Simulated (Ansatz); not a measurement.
Convergence of As2Se with the smearing width on a coarse mesh

Theory: Ansatz 0.2.0, DFT PBEsol, scalar-relativistic, plane waves, PAW.

```
As Se
1.0
    -3.52942    3.52942    2.65357
     3.52942   -3.52942    2.65357
     3.52942    3.52942   -2.65357
As Se
4 2
Direct
  0.87500 0.12500 0.75000
  0.37500 0.12500 0.25000
  0.87500 0.62500 0.75000
  0.87500 0.12500 0.25000
  0.50000 0.50000 0.00000
  0.25000 0.75000 0.50000
```

The plane-wave cutoff is 420 eV, the Γ-centred k-mesh is 4×4×4 and the spin treatment is unpolarised.

The atoms are held and the smearing width on a coarse mesh is swept. Energies are extrapolated to zero smearing and count from the reference run, 8×8×8 Γ-centred mesh, Gaussian smearing 0.1 eV. The cell isn't necessarily relaxed at this level. Pressure is positive in compression.

| rule, width (eV) | ΔE (meV/atom) | ΔF, free energy (meV/atom) | P (GPa) |
| --- | --- | --- | --- |
| Gaussian 0.01 | 40.3 | 41.2 | -3.87 |
| Gaussian 0.05 | 40.1 | 40.4 | -3.85 |
| Gaussian 0.1 | ? | ? | ? |
| Gaussian 0.2 | 38.4 | 31.8 | -3.81 |
| Gaussian 0.4 | 35.1 | 11.8 | -3.61 |

Task: Fill in the withheld rows.

Result: The withheld rows:

| rule, width (eV) | ΔE (meV/atom) | ΔF, free energy (meV/atom) | P (GPa) |
| --- | --- | --- | --- |
| Gaussian 0.1 | 39.8 | 38.3 | -3.83 |